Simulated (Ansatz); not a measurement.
**CsPbCl$_{3}$ (Pm-3m), an elastic constant from a strain scan**

Theory: DFT PBEsol, scalar-relativistic, plane waves, PAW (Ansatz). The runs took a 420 eV cutoff, a Γ-centred 6×6×6 mesh and Gaussian smearing (0.05 eV). Spin–orbit coupling is left out, which can shift energies with elements as heavy as these. No spin polarisation. Energies are free energies at this smearing, counted from the undisturbed cell; pressure is positive in compression.

The undisturbed cell (as given, not relaxed at this level; it stands at 0.2 GPa, and it needn't be the usual structure):

```xyz
5
Lattice="5.6050 0.0000 0.0000 0.0000 5.6050 0.0000 0.0000 0.0000 5.6050" Properties=species:S:1:pos:R:3 pbc="T T T"
Cs    0.0000    0.0000    0.0000
Pb    2.8025    2.8025    2.8025
Cl    0.0000    2.8025    2.8025
Cl    2.8025    0.0000    2.8025
Cl    2.8025    2.8025    0.0000
```

The cell is strained by ε times the Voigt pattern (1, -1, 0, 0, 0, 0) (xx, yy, zz, yz, xz, xy; engineering shear) with fractional coordinates fixed. The cell holds 5 atoms in V0 = 176.09 Å³. The stress column is τ = (1/V0) dE/dε, got from the stress tensor σ (compression positive) at each point as −det(1 + εP) σ : P(1 + εP)⁻¹, with P the pattern as a tensor.

```csv
ε,ΔE (meV/atom),τ (GPa)
-0.0525,32.985,-5.892
-0.0450,24.037,-4.970
-0.0375,16.578,-4.086
-0.0300,10.550,-3.232
-0.0225,5.908,-2.403
-0.0150,2.618,-1.592
-0.0075,0.654,-0.793
0.0000,0.000,0.000
0.0075,0.654,0.793
0.0150,2.618,1.592
0.0225,5.908,2.403
0.0300,10.550,3.232
0.0375,16.578,4.086
0.0450,24.037,4.970
0.0525,32.985,5.892
0.0600,?,?
```

Problem. Which combination of elastic constants does this scan measure, and how large is it?

Solution. For small ε, τ = τ0 + Kε with K = pᵀCp, which for this pattern is 2(C11 − C12) in the cubic axes. The parabola through τ at ε = -0.0075, 0 and 0.0075 has slope K = 106 GPa at zero. The energies per cell, E = NΔE, of the same two points give K = 2[E(ε₊)/ε₊ − E(ε₋)/ε₋]/[(ε₊ − ε₋)V0] = 106 GPa, in agreement.

Problem. Predict the withheld row at ε = 0.0600 from the harmonic law, and compare.

Solution. ΔE = V0(τ0 ε + Kε²/2)/N = 41.824 meV/atom and τ = 6.34 GPa. The calculation gives 43.487 meV/atom and 6.86 GPa, a miss of 4.0 % of the harmonic energy, so the harmonic law still holds here.

Symmetry holds off the tilts and polar distortions that many cubic perovskites undergo.